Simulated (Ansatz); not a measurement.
GdIn (Pm-3m): majority and minority states

The geometry is a structure as deposited in COD, held fixed and not relaxed.

Settings: LDA, 10×10×10 k mesh, Fermi–Dirac smearing of 0.03 eV. LAPW is all-electron LAPW in Ansatz 0.2.0. Site moments are integrated in spheres about the atoms.

The input and its command:

```yaml
crystal:
  lattice:
    - [3.83, 0.0, 0.0]
    - [0.0, 3.83, 0.0]
    - [0.0, 0.0, 3.83]
  atoms:
    - { symbol: Gd, position: [0.0, 0.0, 0.0], spin: 7.0 }
    - { symbol: In, position: [0.5, 0.5, 0.5] }
magnetization:
  spin_polarized: true
kpoints:
  mp_grid: { grid: [10, 10, 10] }
scf:
  occupations: { method: fermi_dirac, width: 0.03 }
hamiltonian:
  xc: lda
  pseudopotentials: { kind: all_electron, lapw: { basis_error: 0.0005 } }
output:
  forces: true
  stress: true
  eigenvalues: false
  populations: true
  dos: { projected: true, de: 0.1, e_range: [-8, 5] }
```

Command: `ansatz run input.yaml --threads 1 --pin off --max-ram 3072MiB --backend cpu --events-out ev --progress --plain --runs-dir out`

Density of states, smoothed by a Gaussian of 0.15 eV:

```json
{"E − E_F (eV)": "-7.00", "majority (states/eV/cell)": "0.15", "minority (states/eV/cell)": "0.12"}
{"E − E_F (eV)": "-6.60", "majority (states/eV/cell)": "0.21", "minority (states/eV/cell)": "0.18"}
{"E − E_F (eV)": "-6.20", "majority (states/eV/cell)": "0.29", "minority (states/eV/cell)": "0.25"}
{"E − E_F (eV)": "-5.80", "majority (states/eV/cell)": "0.53", "minority (states/eV/cell)": "0.39"}
{"E − E_F (eV)": "-5.40", "majority (states/eV/cell)": "0.75", "minority (states/eV/cell)": "0.74"}
{"E − E_F (eV)": "-5.00", "majority (states/eV/cell)": "0.53", "minority (states/eV/cell)": "0.48"}
{"E − E_F (eV)": "-4.60", "majority (states/eV/cell)": "15.29", "minority (states/eV/cell)": "0.17"}
{"E − E_F (eV)": "-4.20", "majority (states/eV/cell)": "2.40", "minority (states/eV/cell)": "0.07"}
{"E − E_F (eV)": "-3.80", "majority (states/eV/cell)": "0.09", "minority (states/eV/cell)": "0.03"}
{"E − E_F (eV)": "-3.40", "majority (states/eV/cell)": "0.13", "minority (states/eV/cell)": "0.06"}
{"E − E_F (eV)": "-3.00", "majority (states/eV/cell)": "0.21", "minority (states/eV/cell)": "0.15"}
{"E − E_F (eV)": "-2.60", "majority (states/eV/cell)": "0.36", "minority (states/eV/cell)": "0.24"}
{"E − E_F (eV)": "-2.20", "majority (states/eV/cell)": "0.88", "minority (states/eV/cell)": "0.48"}
{"E − E_F (eV)": "-1.80", "majority (states/eV/cell)": "0.78", "minority (states/eV/cell)": "1.03"}
{"E − E_F (eV)": "-1.40", "majority (states/eV/cell)": "0.56", "minority (states/eV/cell)": "0.66"}
{"E − E_F (eV)": "-1.00", "majority (states/eV/cell)": "0.78", "minority (states/eV/cell)": "0.66"}
{"E − E_F (eV)": "-0.60", "majority (states/eV/cell)": "0.89", "minority (states/eV/cell)": "0.73"}
{"E − E_F (eV)": "-0.20", "majority (states/eV/cell)": "0.52", "minority (states/eV/cell)": "1.02"}
{"E − E_F (eV)": "0.20", "majority (states/eV/cell)": "0.82", "minority (states/eV/cell)": "10.73"}
{"E − E_F (eV)": "0.60", "majority (states/eV/cell)": "1.52", "minority (states/eV/cell)": "6.07"}
{"E − E_F (eV)": "1.00", "majority (states/eV/cell)": "1.09", "minority (states/eV/cell)": "1.07"}
{"E − E_F (eV)": "1.40", "majority (states/eV/cell)": "0.95", "minority (states/eV/cell)": "1.68"}
{"E − E_F (eV)": "1.80", "majority (states/eV/cell)": "0.73", "minority (states/eV/cell)": "1.05"}
{"E − E_F (eV)": "2.20", "majority (states/eV/cell)": "1.15", "minority (states/eV/cell)": "0.81"}
{"E − E_F (eV)": "2.60", "majority (states/eV/cell)": "0.84", "minority (states/eV/cell)": "0.55"}
{"E − E_F (eV)": "3.00", "majority (states/eV/cell)": "0.71", "minority (states/eV/cell)": "1.11"}
{"E − E_F (eV)": "3.40", "majority (states/eV/cell)": "0.58", "minority (states/eV/cell)": "0.91"}
{"E − E_F (eV)": "3.80", "majority (states/eV/cell)": "0.73", "minority (states/eV/cell)": "0.68"}
{"E − E_F (eV)": "4.20", "majority (states/eV/cell)": "0.94", "minority (states/eV/cell)": "0.62"}
```

Q: What spin moment does the cell carry?

A: 7.12 μB. Site moments (μB): Gd1 7.06, In2 -0.03.

Löwdin populations of d and f shells (filled inner shells left out):

```tsv
shell	up	down
Gd1 5d	1.20	0.84
Gd1 4f	6.99	0.19
```

Without U a semilocal functional puts the f levels too near the Fermi level, which can change moments and the order of magnetic states; site and cell moments are spin moments. Spin–orbit coupling is left out although heavy atoms are present. With open f shells a run can end in a state that isn't the lowest. The magnetic state is the one that this cell and start allow. It needn't be the compound's measured order, which may need a larger cell or be absent.
